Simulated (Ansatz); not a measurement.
## Two-dimensional strain map in CuAu

The calculation used DFT PBE, scalar-relativistic, plane waves, PAW in Ansatz. The runs took a 420 eV cutoff, a Γ-centred 18×18×14 mesh and Gaussian smearing (0.15 eV). Spin–orbit coupling is left out, which can shift energies with elements as heavy as these. No spin polarisation. Energies are free energies at this smearing, counted from the undisturbed cell; pressure is positive in compression.

Reference structure (as given, not relaxed at this level; it stands at 6.8 GPa, and it needn't be the usual structure):

```xyz
2
Lattice="2.8000 0.0000 0.0000 0.0000 2.8000 0.0000 0.0000 0.0000 3.6700" Properties=species:S:1:pos:R:3 pbc="T T T"
Cu    1.4000    1.4000    1.8350
Au    0.0000    0.0000    0.0000
```

The cell is strained by p along both x and y and by q along z, fractional coordinates fixed. Points are written (p, q).

Energy above the undisturbed cell in meV/atom (a dash: not computed):

| p \ q | -0.050 | -0.025 | 0.000 | 0.025 | 0.050 |
| --- | --- | --- | --- | --- | --- |
| -0.050 | 307.8 | 226.4 | 163.8 | 117.8 | 86.3 |
| -0.025 | 148.3 | 94.0 | 54.5 | 28.5 | 14.5 |
| 0.000 | 50.1 | 19.0 | 0.0 | -8.4 | -7.2 |
| 0.025 | 0.7 | -11.3 | -13.2 | -6.4 | 7.7 |
| 0.050 | -11.1 | -6.5 | 5.7 | 24.9 | 50.0 |

Pressure in GPa:

```csv
p \ q,-0.050,-0.025,0.000,0.025,0.050
-0.050,47.2,38.6,31.1,24.8,19.3
-0.025,30.0,23.1,17.1,12.1,7.8
0.000,16.8,11.4,6.8,2.8,-0.6
0.025,6.9,2.6,-1.0,-4.0,-6.6
0.050,-0.6,-3.9,-6.7,-9.0,-10.9
```